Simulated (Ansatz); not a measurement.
Values for one crystal, relaxed and computed with the program Ansatz at the PBEsol level (PAW); other levels are named.

| Property | Result |
|---|---|
| Volume per atom | 13.90 Å³ |
| Electronic character | metallic (no gap) |
| Debye temperature from the elastic constants | 391 K |
| Hill bulk and shear moduli | 211 and 82.8 GPa |
| Elastic constants (relaxed ions, GPa) | C11 = 386, C12 = 123, C44 = 60.3 |
| Density of states at the Fermi level | 1.9 states/eV per atom (mean over ±0.08 eV) |
| Mechanical stability | stable (all eigenvalues of C positive) |

Question: Pick the material that matches.
A. In2Au, fluorite or antifluorite type
B. AlAu, CsCl type
C. V3Au, A15 (Cr3Si type)
D. Nb3Al, A15 (Cr3Si type)

Answer: C, V3Au, A15 (Cr3Si type)

Space group Pm-3n (A15 (Cr3Si type)). The workflow started from a Materials Project entry (that database holds measured and hypothetical structures alike); the Crystallography Open Database copy checked does not list it. COD files the formula under space group No. 221. Its standing as an ambient phase is unchecked. The PBEsol relaxation kept the symmetry of its start; its stability against distortions is not shown here. Magnetic state: ferromagnetic, the only order run, not a proven ground state. As this level gives no gap, shear constants depend on the k-mesh and smearing (Fermi–Dirac, 0.1 eV here). Spin–orbit coupling is left out wherever it is not named.

Potentials: the later of the program's two PAW sets.
